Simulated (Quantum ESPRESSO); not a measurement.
## Calculated data, Zr₂TiW₅ (simulated cell)

Computed with Quantum ESPRESSO 7.5. Calculation on a made-up metal alloy cell, not a measurement: no spin or spin-orbit, unrelaxed, 2900 K smearing, stress positive in tension, cell energy less fitted offsets; periodic Kohn-Sham density functional theory in plane waves with PseudoDojo standard norm-conserving scalar-relativistic pseudopotentials, each functional with its own files (v0.5 for PBE, v0.4.1 for LDA and PBEsol), eight atoms on drawn sites of a strained close-packed or body-centred lattice, each displaced and held fixed; the energy is the cell's free energy, ions and the entropy term -TS included, at the stated Fermi-Dirac width, less a fixed offset for each atom's element (shifted free energy); compositions with an open d shell lost a parallel starting moment in a cheaper test run, and other magnetic orders were not tried; an error bar is the largest change of its kind in a tighter rerun, never given below 0.002 eV, 0.02 GPa or 0.003 eV/angstrom, and covers cutoff and k-mesh only, not smearing or the files.

Settings shared by all entries: lattice type face-centred cubic; functional pbe; cutoff 1143 eV; fermi dirac smearing 0.25 eV; electrons removed 0; run command mpirun -np 4 pw.x -nk 4 -in in; run processor Intel Xeon, 2023 or later, virtual cores; k mesh 8 x 5 x 3 shifted half a step off Gamma on each axis.

Notes on all entries: heavy elements are run without spin-orbit coupling, which real alloys of them have; a spin test at this wide smearing found no moment, but such smearing suppresses magnetism that the real alloy may have; lattice, volume and sites are drawn at random and may be unstable or far from any real phase; energies are for the whole cell, less offsets fitted to these runs, so they are not formation energies.

```yaml
- entry: 1
  formula: Zr2TiW5
  kind: "simulated cell"
  structure:
    cell_angstrom:
      - [0.01, 2.0618, 1.9812]
      - [-3.9871, 2.0798, -2.0192]
      - [-3.9875, -6.2798, 6.018]
    atoms_fractional:
      - [W, 0.00481, 0.01721, 0.00678]
      - [W, 0.0204, 0.26079, 0.75401]
      - [Zr, -0.01798, 0.50699, 0.50541]
      - [W, 0.01567, 0.75216, 0.24648]
      - [W, 0.49194, 0.00295, 0.49995]
      - [Zr, 0.46584, 0.24609, 0.24684]
      - [W, 0.5164, 0.50356, 0.00078]
      - [Ti, 0.49179, 0.74393, 0.73983]
  settings:
    atom_site: [1, 2, 3, 4, 5, 6, 7, 8]
    "atom_energy_offset [eV]": [-2063.48, -2063.48, -1377.61, -2063.48, -2063.48, -1377.61, -2063.48, -1615.4]
  results:
    "entropy_term_negative_ts [eV]": -1.916
    "pressure [GPa]": 18.16
    "stress_xx [GPa]": -15.64
    "stress_yy [GPa]": -23.4
    "stress_zz [GPa]": -15.43
    "stress_yz [GPa]": 1.05
    "stress_xz [GPa]": -0.86
    "stress_xy [GPa]": 0.56
    force_site: [1, 2, 3, 4, 5, 6, 7, 8]
    "force_x [eV/angstrom]": [2.388, 0.459, 0.195, -0.135, 0.052, -0.427, -0.457, -2.075]
    "force_y [eV/angstrom]": [1.006, -0.728, 0.174, -0.539, -0.304, 0.073, 1.117, -0.797]
    "force_z [eV/angstrom]": [-1.169, 0.6, -0.455, 0.068, 0.363, 0.313, -0.784, 1.064]
    "shifted_free_energy [eV]": 1.217
  notes: ["error bars: energy 0.0064 eV, stress 0.028 GPa, force 0.0061 eV/Å, from a tighter rerun of this cell", "20 SCF iterations, 337 s of wall time on a shared machine"]
- entry: 2
  formula: Zr2TiW5
  kind: "simulated cell"
  structure:
    cell_angstrom:
      - [0.01, 2.0618, 1.9812]
      - [-3.9871, 2.0798, -2.0192]
      - [-3.9875, -6.2798, 6.018]
    atoms_fractional:
      - [W, 0.00481, 0.01721, 0.00678]
      - [W, 0.0204, 0.26079, 0.75401]
      - [W, -0.01798, 0.50699, 0.50541]
      - [Ti, 0.01567, 0.75216, 0.24648]
      - [W, 0.49194, 0.00295, 0.49995]
      - [W, 0.46584, 0.24609, 0.24684]
      - [Zr, 0.5164, 0.50356, 0.00078]
      - [Zr, 0.49179, 0.74393, 0.73983]
  settings:
    atom_site: [1, 2, 3, 4, 5, 6, 7, 8]
    "atom_energy_offset [eV]": [-2063.48, -2063.48, -2063.48, -1615.4, -2063.48, -2063.48, -1377.61, -1377.61]
  results:
    "entropy_term_negative_ts [eV]": -1.95
    "pressure [GPa]": 18.79
    "stress_xx [GPa]": -16.46
    "stress_yy [GPa]": -23.92
    "stress_zz [GPa]": -15.97
    "stress_yz [GPa]": 0.06928
    "stress_xz [GPa]": -0.34
    "stress_xy [GPa]": 0.29
    force_site: [1, 2, 3, 4, 5, 6, 7, 8]
    "force_x [eV/angstrom]": [0.401, 1.697, 2.218, -0.827, -0.263, -0.764, -0.662, -1.801]
    "force_y [eV/angstrom]": [-0.125, -0.054, 1.448, -1.036, 0.698, -0.767, 0.307, -0.471]
    "force_z [eV/angstrom]": [0.152, -0.153, -1.758, 0.694, -0.428, 0.896, -0.125, 0.721]
    "shifted_free_energy [eV]": 1.239
  notes: ["error bars: energy 0.0064 eV, stress 0.028 GPa, force 0.0061 eV/Å, from a tighter rerun of a related cell, whose elements or sites may differ", "21 SCF iterations, 373 s of wall time on a shared machine"]
- entry: 3
  formula: Zr2TiW5
  kind: "simulated cell"
  structure:
    cell_angstrom:
      - [0.01, 2.0618, 1.9812]
      - [-3.9871, 2.0798, -2.0192]
      - [-3.9875, -6.2798, 6.018]
    atoms_fractional:
      - [W, 0.00481, 0.01721, 0.00678]
      - [Zr, 0.0204, 0.26079, 0.75401]
      - [W, -0.01798, 0.50699, 0.50541]
      - [W, 0.01567, 0.75216, 0.24648]
      - [Zr, 0.49194, 0.00295, 0.49995]
      - [W, 0.46584, 0.24609, 0.24684]
      - [W, 0.5164, 0.50356, 0.00078]
      - [Ti, 0.49179, 0.74393, 0.73983]
  settings:
    atom_site: [1, 2, 3, 4, 5, 6, 7, 8]
    "atom_energy_offset [eV]": [-2063.48, -1377.61, -2063.48, -2063.48, -1377.61, -2063.48, -2063.48, -1615.4]
  results:
    "entropy_term_negative_ts [eV]": -1.895
    "pressure [GPa]": 17.96
    "stress_xx [GPa]": -15.52
    "stress_yy [GPa]": -22.05
    "stress_zz [GPa]": -16.3
    "stress_yz [GPa]": -0.21
    "stress_xz [GPa]": -1.14
    "stress_xy [GPa]": 0.6
    force_site: [1, 2, 3, 4, 5, 6, 7, 8]
    "force_x [eV/angstrom]": [1.234, -0.164, 0.593, 1.116, 0.631, -0.956, -1.597, -0.857]
    "force_y [eV/angstrom]": [-0.063, -0.591, 0.782, -0.244, 0.441, 0.326, -0.117, -0.533]
    "force_z [eV/angstrom]": [-0.038, 0.534, -0.979, -0.352, -0.338, 0.161, 0.299, 0.713]
    "shifted_free_energy [eV]": 1.002
  notes: ["error bars: energy 0.0064 eV, stress 0.028 GPa, force 0.0061 eV/Å, from a tighter rerun of a related cell, whose elements or sites may differ", "22 SCF iterations, 383 s of wall time on a shared machine"]
- entry: 4
  formula: Zr2TiW5
  kind: "simulated cell"
  structure:
    cell_angstrom:
      - [0.01, 2.0618, 1.9812]
      - [-3.9871, 2.0798, -2.0192]
      - [-3.9875, -6.2798, 6.018]
    atoms_fractional:
      - [W, 0.00481, 0.01721, 0.00678]
      - [W, 0.0204, 0.26079, 0.75401]
      - [Zr, -0.01798, 0.50699, 0.50541]
      - [W, 0.01567, 0.75216, 0.24648]
      - [Ti, 0.49194, 0.00295, 0.49995]
      - [W, 0.46584, 0.24609, 0.24684]
      - [Zr, 0.5164, 0.50356, 0.00078]
      - [W, 0.49179, 0.74393, 0.73983]
  settings:
    atom_site: [1, 2, 3, 4, 5, 6, 7, 8]
    "atom_energy_offset [eV]": [-2063.48, -2063.48, -1377.61, -2063.48, -1615.4, -2063.48, -1377.61, -2063.48]
  results:
    "stress_zz [GPa]": null
    "stress_yz [GPa]": null
    "stress_xy [GPa]": null
  notes: ["error bars: energy 0.0064 eV, stress 0.028 GPa, force 0.0061 eV/Å, from a tighter rerun of a related cell, whose elements or sites may differ", "19 SCF iterations, 376 s of wall time on a shared machine"]
```

To be estimated
1. Give the missing stress zz for Zr₂TiW₅ (simulated cell) (entry 4).
2. What stress yz does the calculation give for Zr₂TiW₅ (simulated cell) (entry 4)?
3. Give the missing stress xy for Zr₂TiW₅ (simulated cell) (entry 4).

Answers
1. -16.4 GPa
2. 0.36 GPa
3. -0.17 GPa

Further results for Zr₂TiW₅ (simulated cell) (entry 4):

* entropy term negative ts: -1.909 eV
* pressure: 19.02 GPa
* stress xx: -16.45 GPa
* stress yy: -24.21 GPa
* stress xz: -0.45 GPa
* shifted free energy: 1.194 eV

Forces:
```tsv
site	x (eV/Å)	y (eV/Å)	z (eV/Å)
1	1.44	0.452	-0.391
2	1.639	-0.149	-0.005
3	1.229	0.696	-1.035
4	-1.135	-1.061	0.783
5	-0.024	0.214	-0.114
6	0.067	-0.154	0.27
7	-0.55	0.74	-0.517
8	-2.665	-0.738	1.008
```
